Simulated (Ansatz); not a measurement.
NbP in space group P-6m2 (No. 187; Nb on 1a, P on 1f) at seven volumes, DFT-PBEsol in the program Ansatz with PAW potentials, shape and atoms relaxed at each. One row is withheld.

```
V (Å³/atom)  P (GPa)
-----------  -------
14.185             ?
14.653         13.64
15.120          6.30
15.588          0.01
16.056         -5.39
16.523        -10.00
16.991        -13.95
```

Fit the shown pressures and predict the withheld one.

P = (3/2)B₀(x^(7/2) − x^(5/2))[1 + (3/4)(B′ − 4)(x − 1)] with x = (V₀/V)^(2/3). Least squares on the six rows gives V₀ = 15.588 Å³/atom, B₀ = 194 GPa, B′ = 4.17. At V = 14.185, x = 1.0649 and P = 22.28 GPa. The run itself gave 22.12 GPa.

The cell is a constructed one: a structure type filled with these elements; neither database checked (COD, Materials Project) lists it. COD files the formula under space group No. 141, so this cell is another polymorph or a model. Its standing as an ambient phase is unchecked. Symmetry was held in the PBEsol relaxation; whether a distortion lowers the energy is not shown. The run is not spin-polarised.

Potentials: the later of the program's two PAW sets.
